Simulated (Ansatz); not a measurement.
**Sc$_{3}$Al: stationary points along a deformation path**

Method: Ansatz, DFT r2SCAN, scalar-relativistic, plane waves, PAW. Cutoff 500 eV, Γ-centred 12×12×12 k-points, Gaussian smearing of 0.15 eV. No spin polarisation. Energies are free energies at this smearing, counted from the undisturbed cell; pressure is positive in compression.

The starting cell (relaxed at this level; it needn't be the usual structure):

```
Sc Al
1.0
     4.42690    0.00000    0.00000
     0.00000    4.42690    0.00000
     0.00000    0.00000    4.42690
Sc Al
3 1
Direct
  0.50000 0.00000 0.50000
  0.00000 0.50000 0.50000
  0.50000 0.50000 0.00000
  0.00000 0.00000 0.00000
```

At fixed volume and fractional coordinates, lengths along (0.000, 0.000, 1.000) are scaled against those across it; ρ is that ratio over its starting value. V = 21.689 Å³/atom. Δσ is the stress along the axis less the mean stress across it (compression positive).

```csv
ρ,ΔE (meV/atom),Δσ (GPa),space group
0.707,95.0,2.76,P4/mmm
0.780,79.8,1.25,P4/mmm
0.850,57.6,5.39,P4/mmm
1.000,0.0,0.00,Pm-3m
1.200,98.1,-12.59,P4/mmm
1.414,363.3,-22.46,P4/mmm
```

Problem. How does the stress give the slope of the energy, and where is the energy stationary?

Solution. Along the path d ln(length) is 2/3 d ln ρ on the axis and −1/3 d ln ρ across it, so dE/d ln ρ = −(2/3) V Δσ: the energy falls with ρ where Δσ is positive. Δσ vanishes or changes sign at ρ = 1.000 (Pm-3m), a minimum at 0.0 meV/atom. Pairs of stationary points between two samples would go unseen, and could change a minimum read from distant neighbours into a maximum. At ρ = 1.000 the cell is cubic, where symmetry alone makes the stress isotropic and the slope zero.

In a metal these slopes depend on the k mesh and the smearing.

Cost: 6 runs of about 9.3 core-minutes in all, on Intel Xeon Processor @ 2.50GHz (Skylake/Cascade Lake) (shared hosts).